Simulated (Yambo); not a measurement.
G0W0@LDA for Rb$_{2}$RhAgF$_{6}$ (space group Fm-3m, No. 225) in Yambo. Reference settings: 2×2×2 Γ-centred k mesh, bands 9 to 335 and a 8 Ry block in the screening, 335 bands in G with the Bruneval-Gonze terminator, plasmon pole fitted at 27.2 eV. The LDA gap X → X on this mesh is 1.01 eV; G0W0 gaps are taken between the same points.

With and without the terminator, as bands are cut:

| bands in G (in W) | gap, terminator (eV) | gap, none (eV) | valence shift, terminator (eV) | valence shift, none (eV) |
|---|---|---|---|---|
| 91 (91) | 3.614 | 3.614 | -0.718 | -0.369 |
| 134 (134) | 3.514 | 3.505 | -0.769 | -0.418 |
| 189 (189) | 3.445 | 3.406 | -0.827 | -0.515 |
| 263 (263) | 3.429 | 3.412 | -0.878 | -0.631 |
| 335 (335) | 3.423 | 3.411 | -0.913 | -0.713 |

Over this range the gap spans 0.191 eV with the terminator and 0.208 eV without, the valence shift 0.195 eV and 0.344 eV. Neither column has reached its limit for certain.

Spin-orbit coupling is not included.

Geometry of the Materials Project entry, not relaxed at this level; primitive cell a = 6.254 Å, b = 6.254 Å, c = 6.254 Å, α = 60.00°, β = 60.00°, γ = 60.00°.

The structure is a Materials Project entry; no match was found in the copy of COD used, and its stability was not checked.

A shift is the quasiparticle energy of the state minus its LDA energy.
